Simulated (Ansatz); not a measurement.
TlBr:
```xyz
2
Lattice="2.3958 1.3832 3.9141 -2.3958 1.3832 3.9141 0.0000 -2.7664 3.9141" Properties=species:S:1:pos:R:3 pbc="T T T"
Tl     0.0000     0.0000     0.0000
Br     0.0000     0.0000     5.8711
```

Relaxed with DFT-PBE+D3(BJ) in the program Ansatz with PAW potentials. Indices refer to the conventional cell of Fm-3m, a = 6.777 Å, b = 6.777 Å, c = 6.777 Å, α = 90.00°, β = 90.00°, γ = 90.00°.

Simulate the powder diffraction pattern (neutron, λ = 1.5401 Å; lines above 1 %) up to 2θ = 90°.

Simulated powder pattern, neutron, λ = 1.5401 Å (kinematic, ideal powder, no thermal factors, coherent scattering alone; the 30 strongest lines at most, above 1 %, up to 2θ = 90°):

| 2θ (°) | d (Å) | I/Imax (%) | hkl |
|---|---|---|---|
| 22.70 | 3.913 | 2.8 | (111) |
| 26.27 | 3.389 | 97 | (200) |
| 37.49 | 2.396 | 100 | (220) |
| 44.28 | 2.043 | 2.4 | (311) |
| 46.36 | 1.956 | 46 | (222) |
| 54.06 | 1.694 | 27 | (400) |
| 59.37 | 1.555 | 1.5 | (331) |
| 61.08 | 1.515 | 88 | (420) |
| 67.65 | 1.383 | 76 | (422) |
| 72.37 | 1.304 | 1.5 | (511)+(333) |
| 79.99 | 1.198 | 31 | (440) |
| 84.47 | 1.146 | 1.9 | (531) |
| 85.96 | 1.130 | 72 | (442)+(600) |

The cell is a constructed one: a structure type filled with these elements; the Crystallography Open Database copy checked does not list it. COD files the formula under space group No. 221, so this cell is another polymorph or a model. Its standing as an ambient phase is unchecked. The PBE+D3(BJ) relaxation kept the symmetry of its start; phonons on a q-mesh show no instability. Point labels and valley counts follow the cell and symmetry of the run, lower than the named group. Scalar-relativistic: spin–orbit coupling is off unless named, which matters more the heavier the elements.

Potentials: the later of the program's two PAW sets.
